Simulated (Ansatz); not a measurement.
CsGeI3: computed property card

CsGeI₃:
```
CsGeI3
1.0
    4.21774     2.43511     3.58894
   -4.21774     2.43511     3.58894
    0.00000    -4.87022     3.58894
I Cs Ge
3 1 1
Cartesian
 -2.07221   1.19639   7.21165
  0.00000  -2.39279   7.21165
  2.07221   1.19639   7.21165
  0.00000   0.00000   0.10675
  0.00000   0.00000   5.84322
```

Space group R3m (No. 160); conventional cell a = b = 8.4355 Å, c = 10.7668 Å, α = β = 90.00°, γ = 120.00°.

Method: r²SCAN in the plane-wave PAW code Ansatz. The cell and atoms are relaxed at this level. Other levels are named where they apply.

**Cell and energy**

| Property | Result |
|---|---|
| Volume per atom | 44.23 Å³ |
| Density | 4.40 g/cm³ |
| Formation energy from the elements (no fitted shifts) | -0.94 eV/atom |

**Electronic structure**

| Item | Result |
|---|---|
| Band gap | 1.10 eV (direct) |
| Valence-band maximum | at T |
| Conduction-band minimum | at T |
| Electron effective mass | 0.11, 0.54, 0.54 mₑ (principal values) |
| Hole effective mass | 0.12, 0.19, 0.19 mₑ (principal values) |

**Mechanics**

| Item | Value |
|---|---|
| Bulk modulus (Birch–Murnaghan fit) | 95 kbar |
| Pressure derivative B′ | 7.2 |

**Charges**

| Item | Result |
|---|---|
| Bader charges | I -0.52, Cs +0.87, Ge +0.71 e |

The workflow started from an entry of the Crystallography Open Database (COD, 293 K). Whether it is the stable phase at ambient conditions was not checked. The cell was relaxed with r²SCAN under the symmetry of its start; its stability against distortions is not shown here. The references are the lowest solids computed at this level, not always the standard phases. Scalar-relativistic: spin–orbit coupling is off unless named, which matters more the heavier the elements.

Potentials: the later of the program's two PAW sets.
